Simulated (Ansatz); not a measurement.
TaS3:
```cif
data_S18Ta6
_chemical_formula_sum 'Ta6 S18'
_space_group_name_H-M_alt 'P21/m'
_space_group_IT_number 11
_space_group_name_Hall '-P 2yb'
_cell_length_a 9.62919
_cell_length_b 3.35155
_cell_length_c 14.82866
_cell_angle_alpha 90.000
_cell_angle_beta 107.943
_cell_angle_gamma 90.000
loop_
_atom_site_label
_atom_site_type_symbol
_atom_site_symmetry_multiplicity
_atom_site_Wyckoff_symbol
_atom_site_fract_x
_atom_site_fract_y
_atom_site_fract_z
_atom_site_occupancy
Ta1 Ta 2 e 0.47745 0.75000 0.11807 1
Ta2 Ta 2 e 0.89365 0.25000 0.20246 1
Ta3 Ta 2 e 0.15914 0.75000 0.45901 1
S1 S 2 e 0.62611 0.25000 0.06416 1
S2 S 2 e 0.27439 0.25000 0.09996 1
S3 S 2 e 0.43585 0.25000 0.23314 1
S4 S 2 e 0.08600 0.25000 0.91448 1
S5 S 2 e 0.09222 0.75000 0.27713 1
S6 S 2 e 0.27041 0.25000 0.75402 1
S7 S 2 e 0.33669 0.25000 0.43172 1
S8 S 2 e 0.03933 0.75000 0.59342 1
S9 S 2 e 0.32379 0.25000 0.56852 1
```

Relaxed with r²SCAN+D4.

Task: Tabulate the valence density and the electron localisation function along the shortest Ta–S contact (2.46 Å), r²SCAN+D4 (plane waves, PAW; program Ansatz).

Result: 

| distance from Ta (Å) | density (e/Å³) | ELF |
|---|---|---|
| 0.25 | 4.09 | 0.22 |
| 0.37 | 4.51 | 0.51 |
| 0.49 | 4.23 | 0.69 |
| 0.62 | 3.32 | 0.74 |
| 0.74 | 2.23 | 0.67 |
| 0.86 | 1.32 | 0.48 |
| 0.98 | 0.79 | 0.33 |
| 1.11 | 0.60 | 0.34 |
| 1.23 | 0.58 | 0.54 |
| 1.35 | 0.65 | 0.74 |
| 1.48 | 0.78 | 0.83 |
| 1.60 | 0.95 | 0.86 |
| 1.72 | 1.12 | 0.85 |
| 1.85 | 1.21 | 0.78 |
| 1.97 | 1.13 | 0.59 |
| 2.09 | 0.83 | 0.28 |
| 2.22 | 0.43 | 0.05 |

The density is the valence pseudo-density with augmentation charge, so density and ELF within about 1 Å of a nucleus are not all-electron values.

Space group P2_1/m. The workflow started from a Materials Project entry (that database holds measured and hypothetical structures alike); the Crystallography Open Database files this formula in space group No. 11, but the cells were not matched. Its standing as an ambient phase is unchecked. The cell was relaxed with r²SCAN+D4 under the symmetry of its start; its stability against distortions is not shown here. The run is not spin-polarised. Scalar-relativistic: spin–orbit coupling is off unless named, which matters more the heavier the elements.

Potentials: the later of the program's two PAW sets.
